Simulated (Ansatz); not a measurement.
Consider the following.

NiBi:
```cif
data_Bi2Ni2
_chemical_formula_sum 'Ni2 Bi2'
_space_group_name_H-M_alt 'P63/mmc'
_space_group_IT_number 194
_space_group_name_Hall '-P 6c 2c'
_cell_length_a 4.06365
_cell_length_b 4.06365
_cell_length_c 5.11943
_cell_angle_alpha 90.000
_cell_angle_beta 90.000
_cell_angle_gamma 120.000
loop_
_atom_site_label
_atom_site_type_symbol
_atom_site_symmetry_multiplicity
_atom_site_Wyckoff_symbol
_atom_site_fract_x
_atom_site_fract_y
_atom_site_fract_z
_atom_site_occupancy
Ni1 Ni 2 a 0.00000 0.00000 0.00000 1
Bi1 Bi 2 c 0.33333 0.66667 0.25000 1
```

This is the LDA-relaxed structure.

Question: All from the program Ansatz at the LDA level (PAW), unless another level is named. Give the Poisson's ratio.

Answer: 0.32.

Question: What about the highest zone-centre frequency?

Answer: 225 cm⁻¹.

Space group P6_3/mmc (NiAs type). The workflow started from a Materials Project entry (that database holds measured and hypothetical structures alike); the Crystallography Open Database copy checked does not list it. Its standing as an ambient phase is unchecked. Symmetry was held in the LDA relaxation; of distortions, only those at the zone centre were tested. No spin polarisation was allowed. As this level gives no gap, phonon frequencies hold no LO–TO term and depend on the k-mesh and smearing (Fermi–Dirac, 0.1 eV here). Scalar-relativistic: spin–orbit coupling is off unless named, which matters more the heavier the elements.

Potentials: the later of the program's two PAW sets.
